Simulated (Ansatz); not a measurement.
WS:
Space group P-6m2 (No. 187); a = b = 3.0787 Å, c = 3.4247 Å, α = β = 90.00°, γ = 120.00°

| atom | site | symmetry | x | y | z |
|---|---|---|---|---|---|
| W | 1a | -6m2 | 0.0000 | 0.0000 | 0.0000 |
| S | 1d | -6m2 | 0.3333 | 0.6667 | 0.5000 |

Relaxed at zero pressure with PBEsol (plane waves, PAW; program Ansatz).

**Question.** The volume is lowered by 6 % and shape and atoms relax at that volume. What pressure results, and how do the axes share the change?

**Answer.** 17.1 GPa; a -2.5 %, b -2.5 %, c -1.1 %; the energy rises by 42 meV/atom.

**Question.** Give the new structure.

**Answer.** 
Space group P-6m2 (No. 187); a = 3.0010 Å, b = 3.0010 Å, c = 3.3882 Å, α = 90.00°, β = 90.00°, γ = 120.00°

```json
[
 {"atom": "W", "site": "1a", "symmetry": "-6m2", "x": "0.0000", "y": "0.0000", "z": "0.0000"},
 {"atom": "S", "site": "1d", "symmetry": "-6m2", "x": "0.3333", "y": "0.6667", "z": "0.5000"}
]
```

The phase is kept; no other phase was compared at this pressure.

The start of the workflow was typed in or built on a structure type; neither database checked (COD, Materials Project) lists it. Whether it is the stable phase at ambient conditions was not checked. The cell was relaxed with PBEsol under the symmetry of its start; of distortions, only those at the zone centre were tested. The workflow began spin-polarised and lost its moments. Scalar-relativistic: spin–orbit coupling is off unless named, which matters more the heavier the elements.

Potentials: the earlier of the program's two PAW sets.
